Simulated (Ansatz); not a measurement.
Structure: Ga4As3P, ordered on the zincblende lattice (R3m) with 8 atoms a cell, at its r2SCAN minimum. The symmetry is R3m (No. 160, trigonal); a = 3.970 Å, c = 38.866 Å in the conventional setting, 22.10 Å³ an atom. P is surrounded by 4 Ga at 2.36–2.41 Å; As is surrounded by 4 Ga at 2.44–2.45 Å; Ga is surrounded by 3 P at 2.41 Å and 1 As at 2.45 Å; Ga is surrounded by 4 As at 2.44–2.45 Å; Ga is surrounded by 1 P at 2.36 Å and 3 As at 2.44 Å.

3 runs of the PAW code Ansatz on this cell differ in the functional (and in the settings that go with it). Levels are in eV from each run's valence top; v1 is the last filled band, c1 the first empty one.

Run A, mean stress +0.8 GPa (compression positive):
```tsv
point	v2	v1	c1	c2
Γ	0.00	0.00	1.63	1.86
T	-0.16	-0.16	1.84	2.14
H₂	-2.28	-2.21	3.08	3.16
L	-1.67	-1.50	2.22	2.48
```

Run B, mean stress +2.7 GPa (compression positive):
```tsv
point	v2	v1	c1	c2
Γ	0.00	0.00	0.72	1.04
T	-0.15	-0.15	1.04	1.32
H₂	-2.12	-2.06	2.35	2.43
L	-1.54	-1.40	1.55	1.81
```

Run C, mean stress +0.6 GPa (compression positive):
```tsv
point	v2	v1	c1	c2
Γ	0.00	0.00	2.26	2.51
T	-0.16	-0.16	2.51	2.81
H₂	-2.31	-2.24	3.75	3.83
L	-1.70	-1.53	2.89	3.15
```

Problem. Match the runs to PBE, HSE06, PBE0.

Solution. A is HSE06, B is PBE, C is PBE0. In order of the gap: PBE 0.72, HSE06 1.63, PBE0 2.26 eV.

No spin polarisation. The prototype was imposed, so other structures may be more stable.

The runs are scalar-relativistic, without spin-orbit coupling.

The program warns that its thresholds are loose for a hybrid's stress.
